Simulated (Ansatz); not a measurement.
NiBi:
```cif
data_Bi2Ni2
_chemical_formula_sum 'Ni2 Bi2'
_space_group_name_H-M_alt 'P 1'
_space_group_IT_number 1
_cell_length_a 4.11002
_cell_length_b 4.11002
_cell_length_c 5.15897
_cell_angle_alpha 90.000
_cell_angle_beta 90.000
_cell_angle_gamma 120.000
loop_
_space_group_symop_operation_xyz
  'x, y, z'
loop_
_atom_site_label
_atom_site_type_symbol
_atom_site_fract_x
_atom_site_fract_y
_atom_site_fract_z
_atom_site_occupancy
Ni1 Ni 0.00000 0.00000 0.50000 1
Ni2 Ni 0.00000 0.00000 0.00000 1
Bi1 Bi 0.33333 0.66667 0.25000 1
Bi2 Bi 0.66667 0.33333 0.75000 1
```

Relaxed with PBEsol.

Question: Which orbitals make up the states near the Fermi level in DFT-PBEsol in the program Ansatz with PAW potentials?

Answer: Within 0.5 eV of the Fermi level: Ni 3d 55 %, Bi 6p 34 %, Bi 6s 5 %. Projections are on Löwdin-orthogonalised atomic valence shells; empty p or d shells of many metals are not among them.

Question: Tabulate the density of states.

Answer: States/eV per cell of 4 atoms, in 0.25 eV bins, energy from the Fermi level.

```tsv
E (eV)	total	Ni 3d	Bi 6p	Ni 4s
-7.85	0.00	0.00	0.00	0.00
-7.60	0.00	0.00	0.00	0.00
-7.35	0.00	0.00	0.00	0.00
-7.10	0.00	0.00	0.00	0.00
-6.85	0.00	0.00	0.00	0.00
-6.60	0.00	0.00	0.00	0.00
-6.35	0.01	0.00	0.01	0.00
-6.10	0.48	0.02	0.31	0.13
-5.85	1.65	0.11	1.05	0.38
-5.60	1.54	0.12	1.02	0.30
-5.35	1.70	0.16	1.19	0.25
-5.10	1.84	0.22	1.28	0.22
-4.85	1.95	0.30	1.32	0.21
-4.60	1.38	0.25	0.89	0.14
-4.35	1.55	0.32	0.95	0.16
-4.10	1.90	0.47	1.13	0.18
-3.85	1.76	0.53	0.99	0.13
-3.60	2.24	0.86	1.16	0.13
-3.35	3.94	1.99	1.72	0.13
-3.10	4.48	2.47	1.71	0.18
-2.85	4.27	2.61	1.41	0.15
-2.60	6.39	4.43	1.74	0.07
-2.35	8.37	6.50	1.56	0.10
-2.10	6.79	4.97	1.48	0.10
-1.85	7.62	7.07	0.29	0.08
-1.60	14.13	13.39	0.30	0.13
-1.35	7.31	6.67	0.33	0.11
-1.10	8.99	8.38	0.34	0.09
-0.85	5.01	4.13	0.64	0.08
-0.60	3.25	2.26	0.72	0.08
-0.35	2.99	1.85	0.80	0.10
-0.10	2.69	1.59	0.82	0.07
0.15	2.45	1.23	0.94	0.06
0.40	1.99	0.80	0.93	0.06
0.65	1.54	0.52	0.80	0.05
0.90	1.29	0.40	0.70	0.05
1.15	1.73	0.49	0.96	0.09
1.40	1.86	0.49	1.06	0.11
1.65	1.74	0.41	1.03	0.10
1.90	1.55	0.34	0.95	0.09
2.15	1.39	0.28	0.87	0.08
2.40	1.38	0.26	0.88	0.09
2.65	1.43	0.25	0.92	0.10
2.90	1.38	0.22	0.89	0.11
3.15	1.29	0.19	0.86	0.09
3.40	1.30	0.17	0.85	0.12
3.65	1.06	0.12	0.61	0.19
3.90	1.37	0.13	0.55	0.41
4.15	1.45	0.11	0.47	0.48
4.40	1.72	0.10	0.49	0.56
4.65	2.40	0.12	0.61	0.82
```

Space group P6_3/mmc (NiAs type). The first step of the workflow began from a Materials Project structure, measured or hypothetical; the Crystallography Open Database copy checked does not list it. Whether it is the stable phase at ambient conditions was not checked. The cell was relaxed with PBEsol under the symmetry of its start; of distortions, only those at the zone centre were tested. No spin polarisation was allowed. Spin–orbit coupling is left out wherever it is not named.

Potentials: the later of the program's two PAW sets.
